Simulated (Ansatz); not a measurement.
YSi:
```xyz
4
Lattice="-2.0685 2.0685 5.1611 2.0685 -2.0685 5.1611 2.0685 2.0685 -5.1611" Properties=species:S:1:pos:R:3 pbc="T T T"
Y      0.0000     0.0000     5.1611
Y      2.0685     0.0000     2.5806
Si     0.0000     0.0000     0.0000
Si     0.0000     2.0685     2.5806
```

Relaxed with PBE. Special points in fractions of this cell's reciprocal vectors: Γ (0.000, 0.000, 0.000); X (0.000, 0.000, 0.500); P (0.250, 0.250, 0.250); N (0.000, 0.500, 0.000); M (0.500, 0.500, -0.500); S (0.290, 0.710, -0.290); S0 (-0.290, 0.290, 0.290); R (-0.080, 0.080, 0.500); G (0.500, 0.500, -0.080).

List the band energies nearest the Fermi level at these points for DFT-PBE in the program Ansatz with PAW potentials.

In eV from the Fermi level; about four levels below and three above (degenerate sets whole), none deeper than 8.9 eV; points with the same levels are listed once.

```tsv
k	below	above
Γ	-2.66 -0.44 -0.23 -0.23	0.20 0.20 0.42
X	-2.23 -2.23 -1.70 -1.70	0.08 0.08 1.61 1.61
P	-1.05 -1.05 -0.78 -0.78	2.21 2.21 3.44 3.44
N	-3.16 -1.76 -1.44 -0.62	1.61 2.08 2.17
M	-1.20 -1.20 -0.33 -0.33	0.61 0.61 1.20 1.20
S	-2.00 -1.73 -1.23 -0.37	0.61 1.48 2.14
R	-1.46 -1.46 -0.07 -0.07	1.81 1.81 3.49 3.49
```

Space group I4_1/amd. A made-up cell: these elements were put on the sites of a structure type; neither database checked (COD, Materials Project) lists it. Its standing as an ambient phase is unchecked. The PBE relaxation kept the symmetry of its start; its stability against distortions is not shown here. The run is not spin-polarised. Spin–orbit coupling is left out wherever it is not named.

Potentials: the later of the program's two PAW sets.
